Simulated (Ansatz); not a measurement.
## YSi$_{2}$Pd$_{2}$: hydrostatic pressure series

Level of theory: DFT r2SCAN, scalar-relativistic, plane waves, PAW in Ansatz. Run with 500 eV cutoff, 12×12×12 k-mesh, Gaussian smearing of 0.10 eV, no spin polarisation.

The relaxed crystal:

```xyz
5
Lattice="-2.0684 2.0684 4.9591 2.0684 -2.0684 4.9591 2.0684 2.0684 -4.9591" Properties=species:S:1:pos:R:3 pbc="T T T"
Y     0.0000    0.0000    0.0000
Si    0.0000    0.0000    3.7970
Si    0.0000    0.0000    6.1213
Pd    0.0000    2.0684    2.4796
Pd    2.0684    0.0000    2.4796
```

Cell and atoms are relaxed at each pressure within the symmetry of the start, at zero temperature, so transitions that lower the symmetry aren't seen. The k-mesh given is that at zero pressure and may differ at others. a, b and c are the lengths of the cell vectors above. ΔH is E + PV over the energy at zero pressure.

```
P (GPa) V (Å³/atom) V/V0  a (Å) b (Å) c (Å)  α (°)  β (°)  γ (°)  ΔH (eV/atom)
     -2            ?      ?      ?      ?      ?      ?      ?      ?             ?
      0        16.97  1.000  5.758  5.758  5.758  137.9  137.9   61.1         0.000
      2        16.74  0.986  5.737  5.737  5.737  138.0  138.0   60.9         0.210
      5            ?      ?      ?      ?      ?      ?      ?      ?             ?
     10        15.95  0.940  5.675  5.675  5.675  138.4  138.4   60.3         1.026
     20        15.18  0.894  5.615  5.615  5.615  138.8  138.8   59.6         1.996
     40        14.06  0.828  5.525  5.525  5.525  139.6  139.6   58.5         3.817
```

(1) What stands in the row for -2 GPa?

(2) What stands in the row for 5 GPa?

## Answers

(1) V 17.22 Å³/atom; V/V0 1.015; a 5.780 Å; b 5.780 Å; c 5.780 Å; α 137.8 °; β 137.8 °; γ 61.2 °; ΔH -0.213 eV/atom.

(2) V 16.42 Å³/atom; V/V0 0.967; a 5.711 Å; b 5.711 Å; c 5.711 Å; α 138.1 °; β 138.1 °; γ 60.7 °; ΔH 0.521 eV/atom.